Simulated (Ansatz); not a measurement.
SrP2Pd2 in space group I4/mmm (No. 139; P on 4e, Pd on 4d, Sr on 2a) at seven volumes, DFT-PBEsol in the program Ansatz with PAW potentials, shape and atoms relaxed at each. One row is withheld.

| V (Å³/atom) | P (GPa) |
|---|---|
| 15.583 | ? |
| 16.097 | 8.49 |
| 16.610 | 3.87 |
| 17.124 | 0.01 |
| 17.638 | -3.23 |
| 18.152 | -5.94 |
| 18.665 | -8.19 |

**Question.** Fit the shown pressures and predict the withheld one.

**Answer.** Third-order Birch–Murnaghan: P = (3/2)B₀(x^(7/2) − x^(5/2))[1 + (3/4)(B′ − 4)(x − 1)] with x = (V₀/V)^(2/3). Least squares on the six rows gives V₀ = 17.125 Å³/atom, B₀ = 117.7 GPa, B′ = 4.95. At V = 15.583, x = 1.0649 and P = 14.04 GPa. The run itself gave 14.03 GPa.

The workflow started from an entry of the Crystallography Open Database (COD). Its standing as an ambient phase is unchecked. The PBEsol relaxation kept the symmetry of its start; whether a distortion lowers the energy is not shown. No spin polarisation was allowed.

Potentials: the later of the program's two PAW sets.
